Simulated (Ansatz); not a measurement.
This guess for BaHf3H2 is about to be relaxed.

```cif
data_structure
_symmetry_space_group_name_H-M 'P 1'
_symmetry_Int_Tables_number 1
_cell_length_a 4.7935
_cell_length_b 4.7935
_cell_length_c 7.6714
_cell_angle_alpha 90.000
_cell_angle_beta 90.000
_cell_angle_gamma 90.000
_cell_volume 176.27
loop_
_atom_site_label
_atom_site_type_symbol
_atom_site_fract_x
_atom_site_fract_y
_atom_site_fract_z
_atom_site_occupancy
Ba1 Ba 0.50000 0.50000 0.00000 1
Hf1 Hf 0.00000 0.00000 0.00000 1
Hf2 Hf 0.50000 0.50000 0.50000 1
Hf3 Hf 0.00000 0.00000 0.50000 1
H1 H 0.50000 0.00000 0.50000 1
H2 H 0.00000 0.50000 0.50000 1
```

All numbers below come from DFT PBE, scalar-relativistic, plane waves, PAW (Ansatz 0.2.0). Cutoff 420 eV, Gaussian smearing, Γ-centred meshes. Cell and atoms relax first on a coarse mesh and then on a finer one. In between, the cell is made exact in the group found at 0.06 Å. In metals the finer mesh still leaves noise of several meV/atom or more. The steps can't lower the symmetry of their start. No spin polarisation.

A guess keeps its type if space group and coordination stay and the shape of the cell changes little (axis ratios within about 15 %, angles within 6°); the volume may change.

Problem. Will the relaxed cell still be of the starting type?

Solution. It keeps its type. The symmetry stays P4/mmm (No. 123). The volume per atom shrinks by 33.2 %, from 29.4 to 19.6 Å³. The shortest distance goes from 2.40 Å (Hf–H) to 2.17 Å (Hf–H). The ratio c/a of the conventional cell changes by a factor of 0.90. Counting neighbours within 15 % of an atom's shortest distance, the start has Ba 6, H 4, Hf 4/6 and the end Ba 6, H 4, Hf 4/6.

Energies over the elements count from the elements' standard structures at the same level (H₂ as a molecule), with no fitted energy shifts.

Problem. At what energy does it end?

Solution. +0.74 eV/atom. It can't be a ground state, since the elements alone are lower.

The last run used a 10×10×6 mesh (in the run's order of axes) for its 6-atom cell and Gaussian smearing of 0.10 eV. These runs have no spin–orbit coupling, which can matter for Hf. With hydrogen, zero-point motion can shift formation energies by some tens of meV/atom. Symmetry constrained the relaxation, so the result can be a saddle point. Another cell of BaHf3H2 relaxed alike, in I4/mmm, lies 0.49 eV/atom lower, so this cell isn't the stable form at this level.

In counts of neighbours, a slash parts the counts of unlike sites.
